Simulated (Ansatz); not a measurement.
Values for one crystal, relaxed and computed with plane-wave PAW r²SCAN (Ansatz code); other levels are named.

| Item | Result |
|---|---|
| Volume per atom | 13.81 Å³ |
| Band gap | 2.87 eV (indirect) |
| Pressure derivative B′ | 6.8 |
| HSE06 gap on the r²SCAN cell | 3.85 eV |
| Electron effective mass | 0.29, 0.37, 5.5 mₑ (principal values) |
| Electron effective mass with spin–orbit coupling | 0.29, 0.39, 6.1 mₑ (principal values) |
| Valence-band maximum | at R (k = 0.500, 0.500, 0.500) |

Q: Pick the material that matches.
A. RbNdO2, R-3m (Rb on 3a, Nd on 3b, O on 6c)
B. CrClO, Pmmn (Cr on 2a, Cl on 2b, O on 2b)
C. MgO, rock salt
D. Ta2O5, Pmmn (Ta on 4e, O on 4e, O on 4e, O on 2a)

A: D, Ta2O5, Pmmn (Ta on 4e, O on 4e, O on 4e, O on 2a)

The first step of the workflow began from a Materials Project structure, measured or hypothetical; the Crystallography Open Database copy checked does not list it. COD files the formula under space group No. 49, so this cell is another polymorph or a model. Whether it is the stable phase at ambient conditions was not checked. The cell was relaxed with r²SCAN under the symmetry of its start; whether a distortion lowers the energy is not shown. The run is not spin-polarised. Scalar-relativistic: spin–orbit coupling is off unless named, which matters more the heavier the elements.

Potentials: the later of the program's two PAW sets.
